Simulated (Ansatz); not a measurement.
# Calculated ³⁵Cl nuclear quadrupole resonance for Cl

Cell: a structure deposited in the COD whose atoms were relaxed with PBE, the cell held.

```
Cl
1.0
     3.12000   -2.24000    0.00000
     3.12000    2.24000    0.00000
     0.00000    0.00000    8.26000
Cl
4
Direct
  0.11332 0.88668 0.10567
  0.61332 0.38668 0.39433
  0.88668 0.11332 0.89433
  0.38668 0.61332 0.60567
```

Sites (sets of like atoms) are named by element and the number of their first atom in this list.

Level of theory: DFT, PBE, plane waves and PAW, scalar-relativistic, 420 eV cutoff, Γ-centred 8×8×4 k-points, Fermi–Dirac smearing 0.05 eV (Ansatz 0.2.0).

³⁵Cl: I = 3/2, Q = -81.12 mb (year-2017 value). Static lattice, zero field.

Question: Predict the zero-field ³⁵Cl lines of each site.

Answer: For I = 3/2 there is one line, ν = (|C_Q|/2)(1 + η²/3)^½.

```
site       atoms  V_zz (10²¹ V/m²)  C_Q (MHz)     η  line frequencies (MHz)
  Cl  1, 2, 3, 4              54.7       -107  0.06                    53.7
```

Question: And for 37Cl (I = 3/2, Q = -63.93 mb) on Cl?

Answer: C_Q scales with Q to -84.6 MHz, with lines at 42.3 MHz.

The structure holds Cl–Cl bonds (2.02 Å). At Cl V_zz points along its bond to Cl (within 1°).
